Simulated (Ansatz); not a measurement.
Stress against strain in TiTc

```
CELL_PARAMETERS angstrom
3.11000 0.00000 0.00000
0.00000 3.11000 0.00000
0.00000 0.00000 3.11000
ATOMIC_POSITIONS crystal
Ti 0.50000 0.50000 0.50000
Tc 0.00000 0.00000 0.00000
```

Atom numbers follow the list: Ti1, Tc2.

The geometry is COD entry 1527274, unchecked; take it as a test cell.

Spin polarisation is left out, and whether a magnetic state lies lower isn't shown here.

Level of theory: DFT, PBEsol, all-electron LAPW, scalar-relativistic in Ansatz 0.2.0.

Settings: a Γ-centred 12×12×12 k mesh, Fermi–Dirac smearing of 0.08 eV, basis error target 0.25 meV/atom, no spin polarisation.

The strain is applied along the Cartesian axes of the cell as listed (the other components stay zero). Fractional coordinates are held (clamped ions).

σ is the change of stress from the unstrained cell, which is at -8.12 GPa; tension is positive, so slopes are stress–strain coefficients at that pressure. In a metal the k mesh adds noise.

Only quantities that a quadratic follows smoothly over the whole series are listed; rougher ones are left out.

```csv
εzz,σzz (GPa),σxx (GPa)
-0.0200,-7.11,-2.41
-0.0100,-3.43,-1.17
0.0000,0.00,0.00
0.0200,6.13,2.18
```

(1) Fit the series and read off the stiffness at zero strain.

(2) One run, at εzz = 0.0100, is withheld. Predict its row.

Results:

(1) Least-squares fits y = p0 + p1 x + p2 x² to the rows give σzz (GPa): p1 = 331, p2 = -1200; σxx (GPa): p1 = 115, p2 = -290. So C11 = 331 GPa and C12 = 115 GPa, which gives B = (C11 + 2 C12)/3 = 187 GPa.

(2) The fits give 3.19, 1.12; the run gave 3.18, 1.12.
